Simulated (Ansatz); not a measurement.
# Sensitivity of the gradients in MoS2 with Si replacing Mo to the input

Cell: a supercell of MoS2 (space group P6_3/mmc) built from a COD entry, with all atoms left at the host's positions.

Space group P-6m2 (No. 187); a = 9.5070, c = 12.3240 Å, γ = 120.00°.

```
site  Wyckoff  site symmetry       x       y       z
  Si       1a           -6m2  0.0000  0.0000  0.0000
 Mo2       6l            m..  0.0000  0.3333  0.0000
 Mo6       1c           -6m2  0.3333  0.6667  0.0000
 Mo8       1e           -6m2  0.6667  0.3333  0.0000
Mo10       3k            mm2  0.1111  0.8889  0.5000
Mo12       3k            mm2  0.1111  0.5556  0.5000
Mo14       3k            mm2  0.4444  0.2222  0.5000
 S19       2g            3m.  0.0000  0.0000  0.3730
 S20      12o              1  0.0000  0.3333  0.3730
 S24       2h            3m.  0.3333  0.6667  0.3730
 S26       2i            3m.  0.6667  0.3333  0.3730
 S28       6n            .m.  0.1111  0.8889  0.8730
 S30       6n            .m.  0.1111  0.5556  0.8730
 S32       6n            .m.  0.4444  0.2222  0.8730
```

One atom of each set is listed.

Reference run. All values are calculated (Ansatz; DFT, PBE, plane waves and PAW, scalar-relativistic, 420 eV cutoff, Γ-centred 3×3×2 k-points, Fermi–Dirac smearing 0.01 eV), not measured.

(1) The input is changed as follows: `hamiltonian.xc`: pbe → pbesol; `scf.occupations.width`: 0.01 → not typed; `scf.occupations.method`: fermi_dirac → tetrahedron; `scf.occupations.method`: tetrahedron → methfessel_paxton; `scf.occupations.width`: not typed → 0.05. What happens to V_zz (10²¹ V/m²) and η?

Answers

(1) 

```csv
site,V_zz reference,η reference,V_zz changed,η changed
Si,-1.53,0.00,-1.54,0.00
Mo2,-9.40,0.21,-9.28,0.21
Mo6,-7.12,0.00,-6.99,0.00
Mo8,-8.29,0.00,-8.22,0.00
Mo10,-7.49,0.01,-7.44,0.01
Mo12,-7.46,0.01,-7.42,0.01
Mo14,-7.40,0.01,-7.35,0.01
S19,-5.32,0.00,-5.34,0.00
S20,-5.15,0.01,-5.16,0.01
S26,-5.14,0.00,-5.14,0.00
S28,-3.51,0.02,-3.50,0.01
S32,-5.41,0.08,-5.41,0.08
```

The largest change of V_zz is on Mo6, from -7.12 to -6.99. In per cent, |V_zz| changes by -2 to -1 on Mo, 0 on S (all sites that start above 2). The table leaves out 2 of the 14 sites, with |V_zz| up to 5.12; their tensors move by 0.01 at most along any direction. The statements above cover all sites. SCF iterations: 14 and 13.

On the reference run: The run isn't spin-polarised, and a state with spin may lie lower. The defect repeats with the cell of 54 atoms, so it feels its images: sites between two images don't show the values beside a lone defect, and zeros or small values of η there can come from the images' arrangement. Mo and S carry a gradient in the pure host already, so the values there aren't the defect's effect alone. The defect cell has no gap above 0.1 eV on its mesh, so the values can hang on the smearing and the k-mesh. Without spin–orbit coupling (the program notes it for Mo) the gradients can shift somewhat, as the gap is small. The neighbours have not yet relaxed around the defect (largest force 0.97 eV/Å), so a real crystal will differ.
